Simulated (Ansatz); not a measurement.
Input:

Ge$_{2}$BN:
```
CELL_PARAMETERS angstrom
      1.65314     0.95444     5.43771
     -1.65314     0.95444     5.43771
      0.00000    -1.90889     5.43771
ATOMIC_POSITIONS crystal
  B  0.98601 0.98601 0.98601
  N  0.89080 0.89080 0.89080
  Ge 0.51081 0.51081 0.51081
  Ge 0.36235 0.36235 0.36235
```

This is the LDA-relaxed structure.

**Question.** All from the program Ansatz at the LDA level (PAW), unless another level is named. Predict the electronic character.

**Answer.** metallic (no gap).

**Question.** What about the density of states at the Fermi level?

**Answer.** 0.23 states/eV per atom (mean over ±0.08 eV).

**Question.** Next, the formation energy from the elements (no fitted shifts)?

**Answer.** 0.15 eV/atom.

Space group R3m. The start of the workflow was typed in or built on a structure type; neither database checked (COD, Materials Project) lists it. Its standing as an ambient phase is unchecked. The cell was relaxed with LDA under the symmetry of its start; its stability against distortions is not shown here. Its formation energy is positive at this level, so the cell may be metastable or incomplete. The references are the lowest solids computed at this level, not always the standard phases (solids in place of the gases). Spin–orbit coupling is left out wherever it is not named.

Potentials: the earlier of the program's two PAW sets. The files were generated under PBE; for other functionals the program regenerates the frozen cores, and for LDA and PBEsol the local potential too.
